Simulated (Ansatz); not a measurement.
Ge (space group P4_32_12)

```xyz
12
Lattice="5.9290 0.0000 0.0000 0.0000 5.9290 0.0000 0.0000 0.0000 6.9542" Properties=species:S:1:pos:R:3 pbc="T T T"
Ge     0.5239     0.5239     0.0000
Ge     2.4406     3.4884     5.2157
Ge     5.4050     5.4050     3.4771
Ge     3.4884     2.4406     1.7386
Ge     1.0190     2.1881     1.7919
Ge     0.7764     3.9835     0.0534
Ge     4.9099     3.7409     5.2691
Ge     5.1526     1.9454     3.5305
Ge     3.9835     0.7764     6.9008
Ge     3.7409     4.9099     1.6852
Ge     1.9454     5.1526     3.4237
Ge     2.1881     1.0190     5.1623
```

The volume is varied about the relaxed value V₀ at fixed cell shape. The atoms relax within the cell's symmetry.

These are PBEsol (plane waves to 420 eV, PAW, scalar-relativistic; Ansatz, a quantum-chemistry and plane-wave program) values and carry that method's errors. k mesh 5×5×4 (Γ-centred), Fermi-Dirac smearing 0.05 eV. Energies are smeared free energies. Stress and pressure are positive under compression. With the shape held, the modulus is that of even scaling; a crystal free to change shape is softer. Ge was relaxed with its symmetry unable to fall. This is one of several known forms of Ge; the measured ambient cells at hand have space group No. 227. ΔE is measured from the relaxed starting cell.

```tsv
V (Å³/atom)	ΔE (meV/atom)
18.334	47.5
18.674	32.0
19.013	19.8
19.353	withheld
19.693	4.7
20.032	1.1
20.372	0.0
20.711	1.0
21.051	4.1
21.390	8.9
21.730	15.5
22.069	23.5
22.409	32.9
```

**Question.** Fit a third-order Birch-Murnaghan form (E₀, V₀, B₀, B₀′ free) to the given rows and predict ΔE at V = 19.353.

**Answer.** Least squares on the 12 given rows: ΔE = E₀ + (9V₀B₀/16)·y²·[2 + (B₀′ − 4)y], y = (V₀/V)^(2/3) − 1, with V₀ = 20.375 Å³/atom, B₀ = 61.65 GPa (160.2 GPa = 1 eV/Å³; the term in eV is multiplied by 1000), B₀′ = 4.40, E₀ = 0.00 meV/atom; root-mean-square residual 0.04 meV/atom. At 19.353 the fit gives 10.8 meV/atom; the calculation gives 10.8 meV/atom, the same to the digits shown. For the pressure the fit gives 3.55 GPa against the computed 3.56 GPa.

(A scan under strain: stresses follow from slopes of the energy per volume, elastic moduli from its curvatures.)
